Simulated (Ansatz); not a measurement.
## Rb3TeI: sound and stiffness along [100], [110] and [111]

These are results of DFT PBEsol, scalar-relativistic, plane waves, PAW in Ansatz, not measurements. Plane waves to 420 eV; Γ-centred k mesh 4×4×4; fixed occupations. No spin polarisation.

The cell is fixed (symmetry leaves no force on the atoms) and stands under 0.3 GPa:
```yaml
crystal:
  lattice:
    - [6.74170, 0.00000, 0.00000]
    - [0.00000, 6.74170, 0.00000]
    - [0.00000, 0.00000, 6.74170]
  atoms:
    - { symbol: I, position: [0.00000, 0.00000, 0.00000] }
    - { symbol: Te, position: [0.50000, 0.50000, 0.50000] }
    - { symbol: Rb, position: [0.50000, 0.50000, 0.00000] }
    - { symbol: Rb, position: [0.50000, 0.00000, 0.50000] }
    - { symbol: Rb, position: [0.00000, 0.50000, 0.50000] }
```

The cell is the ideal cubic antiperovskite prototype; whether it is the stable structure of this composition wasn't checked.

With ions relaxed, on the cubic axes: C11 = 26.1, C12 = 1.0, C44 = 1.3 GPa. The density is 2.769 g/cm³. Zone-centre modes weren't checked beside this run.

**Question.** Is the crystal stable against strain, and how anisotropic is it?

**Answer.** Born's conditions hold: C11 + 2C12 = 28.0, C11 − C12 = 25.1 and C44 = 1.3 GPa are all positive. B = (C11 + 2C12)/3 = 9.3 GPa. The two shear moduli are C44 and C′ = (C11 − C12)/2 = 12.6 GPa, so Zener's ratio is A = C44/C′ = 0.10: the shear C44 is the soft one, as in NaCl, KCl, the halide perovskites and the bcc metals V, Nb, Cr and Mo. The Cauchy pressure C12 − C44 is -0.3 GPa; it would vanish for pair forces between atoms on inversion centres at zero pressure, and a negative value is usual with directional bonding, though many-body forces give one in some ionic oxides too.

**Question.** Give the sound speeds along the three symmetry directions.

**Answer.** The Christoffel equation gives ρv² for each branch:
| direction | branch | ρv² | GPa | v (m/s) |
| --- | --- | --- | --- | --- |
| [100] | L | C11 | 26.1 | 3069 |
| [100] | T (×2) | C44 | 1.3 | 683 |
| [110] | L | (C11 + C12 + 2C44)/2 | 14.8 | 2313 |
| [110] | T, u ∥ [001] | C44 | 1.3 | 683 |
| [110] | T, u ∥ [1-10] | (C11 − C12)/2 | 12.6 | 2129 |
| [111] | L | (C11 + 2C12 + 4C44)/3 | 11.1 | 1998 |
| [111] | T (×2) | (C11 − C12 + C44)/3 | 8.8 | 1782 |

**Question.** How does Young's modulus depend on direction?

**Answer.** Inverting gives S11 = 38.461, S12 = -1.380, S44 = 775.194 TPa⁻¹. Along a unit vector (l, m, n), 1/E = S11 − 2(S11 − S12 − S44/2)(l²m² + m²n² + n²l²), where the last bracket is 0, 1/4 and 1/3 for [100], [110] and [111]: E = 26, 5 and 4 GPa. With A < 1 the cube edge is stiffest. For a film on (001), the biaxial modulus is C11 + C12 − 2C12²/C11 = 27 GPa and the normal strain is −2C12/C11 = -0.07 times the in-plane one.